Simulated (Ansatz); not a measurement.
The guess for Cs2VAgC6N6 was made by a generator: cyanide-bridged rock-salt net of two metals, 2 guest cations a cell (Fm-3m, No. 225). Its size is a rough estimate.

```yaml
crystal:
  lattice:
    - [0.00000, 5.19950, 5.19950]
    - [5.19950, 0.00000, 5.19950]
    - [5.19950, 5.19950, 0.00000]
  atoms:
    - { symbol: Cs, position: [0.25000, 0.25000, 0.25000] }
    - { symbol: Cs, position: [0.75000, 0.75000, 0.75000] }
    - { symbol: V, position: [0.50000, 0.50000, 0.50000] }
    - { symbol: Ag, position: [0.00000, 0.00000, 0.00000] }
    - { symbol: C, position: [0.80556, 0.19444, 0.19444] }
    - { symbol: C, position: [0.19444, 0.80556, 0.19444] }
    - { symbol: C, position: [0.19444, 0.19444, 0.80556] }
    - { symbol: C, position: [0.19444, 0.80556, 0.80556] }
    - { symbol: C, position: [0.80556, 0.19444, 0.80556] }
    - { symbol: C, position: [0.80556, 0.80556, 0.19444] }
    - { symbol: N, position: [0.69305, 0.30695, 0.30695] }
    - { symbol: N, position: [0.30695, 0.69305, 0.30695] }
    - { symbol: N, position: [0.30695, 0.30695, 0.69305] }
    - { symbol: N, position: [0.30695, 0.69305, 0.69305] }
    - { symbol: N, position: [0.69305, 0.30695, 0.69305] }
    - { symbol: N, position: [0.69305, 0.69305, 0.30695] }
```

Computed with DFT PBE, scalar-relativistic, plane waves, PAW in Ansatz 0.2.0. Cutoff 420 eV, Gaussian smearing, Γ-centred meshes. Cell and atoms relax first on a coarse mesh and then on a finer one. In between, the cell is made exact in the group found at 0.06 Å. In metals the finer mesh still leaves noise of several meV/atom or more. The steps can't lower the symmetry of their start. Collinear spin, starting moments V 2.0 μB.

A guess keeps its type if space group and coordination stay and the shape of the cell changes little (axis ratios within about 15 %, angles within 6°); the volume may change.

Question: Does it keep its structure type, or change into something else?

Answer: It keeps its type. The symmetry stays Fm-3m (No. 225). The volume per atom grows by 27.5 %, from 17.6 to 22.4 Å³. The shortest distance goes from 1.17 Å (C–N) to 1.18 Å (C–N). Counting neighbours within 15 % of an atom's shortest distance, the start has Ag 6, C 1, Cs 24, N 1, V 6 and the end Ag 6, C 1, Cs 24, N 1, V 6.

The zero of energy is the elements' standard structures at the same level (N₂ as a molecule); no fitted shifts are applied.

Question: At what energy does it end?

Answer: +0.13 eV/atom. The separate elements lie lower, so it is unstable against them.

The last run used collinear spin, a 6×6×6 mesh for its 16-atom cell and Gaussian smearing of 0.10 eV. In such compounds of V a zero gap at this level may well be an artefact, since no Hubbard U is applied. The reference form of C is held partly by dispersion forces, which this level lacks. Another magnetic order may lie lower. A structure relaxed within its symmetry needn't be a true minimum.
